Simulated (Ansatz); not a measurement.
Kick test of a cell of Na₄TiO₃

The structure comes from a proposed guess, relaxed at this level; another structure or a mixture of phases may lie lower.

Level of theory: DFT PBE, scalar-relativistic, plane waves, PAW in Ansatz 0.2.0. Plane waves to 420 eV, a k mesh through Γ of 8×8×4 on the computed 8-atom cell and Gaussian smearing (0.10 eV); no spin polarisation.

The cell below (8 atoms, space group P4/mmm (No. 123)) is relaxed within its symmetry.

```
Na Ti O
1.0
     4.12024    0.00000    0.00000
     0.00000    4.12024    0.00000
     0.00000    0.00000    7.52688
Na Ti O
4 1 3
Cartesian
  0.0000 2.0601 3.7634
  2.0601 0.0000 3.7634
  2.0601 2.0601 1.3962
  2.0601 2.0601 6.1306
  0.0000 0.0000 0.0000
  0.0000 2.0601 0.0000
  2.0601 0.0000 0.0000
  2.0601 2.0601 3.7634
```

For the test it was strained at random (σ = 1.5 % a component), the atoms were moved at random (σ = 0.05 Å), and all was relaxed again on a coarse 6×6×4 mesh (in the run’s order of axes) with 0.20 eV smearing, with no symmetry imposed.

Task: Is the structure stable against such a distortion?

Result: It doesn't return. The energy falls by 39 meV/atom on that mesh, the volume changes by -1.7 %, and the end has space group C2 (No. 5) at a loose tolerance. Relaxed again on an 8×8×4 mesh with 0.10 eV smearing, the new structure lies 38 meV/atom below the first (mesh in the axes of the run's cell; the cell below is made exact in the group named). Space group C2 (No. 5), monoclinic, a = 5.625 Å, b = 5.550 Å, c = 8.095 Å, β = 96.6°. Around Na on its first site lie 2 O at 2.15–2.22 Å, 3 Na at 2.76–2.87 Å, 1 O at 3.16 Å, 2 Na at 3.27 Å and 1 Ti at 3.32 Å; Na on its second site is surrounded by 2 O at 2.38 Å, 2 O at 2.57–2.59 Å, 1 O at 2.79 Å, 2 Na at 2.83–2.87 Å, 4 Ti at 3.13–3.31 Å and 1 Na at 3.15 Å; Ti is surrounded by 4 O at 1.97–2.01 Å and 10 Na at 3.13–3.32 Å; around O on a site of symmetry 1 lie 2 Ti at 1.97–2.01 Å, 2 Na at 2.38 Å, 1 Na at 2.59 Å and 1 Na at 2.79 Å; 1 more site not described.

```cif
data_structure
_symmetry_space_group_name_H-M 'C2'
_symmetry_Int_Tables_number 5
_cell_length_a 5.6249
_cell_length_b 5.5502
_cell_length_c 8.0947
_cell_angle_alpha 90.000
_cell_angle_beta 96.628
_cell_angle_gamma 90.000
_cell_volume 251.02
loop_
_atom_site_label
_atom_site_type_symbol
_atom_site_symmetry_multiplicity
_atom_site_Wyckoff_symbol
_atom_site_fract_x
_atom_site_fract_y
_atom_site_fract_z
_atom_site_occupancy
Na1 Na 4 c 0.68111 0.64656 0.89881 1
Na2 Na 4 c 0.04932 0.55877 0.69538 1
Ti1 Ti 2 b 0.00000 0.04716 0.50000 1
O1 O 4 c 0.25536 0.29173 0.53102 1
O2 O 2 a 0.00000 0.45911 0.00000 1
```
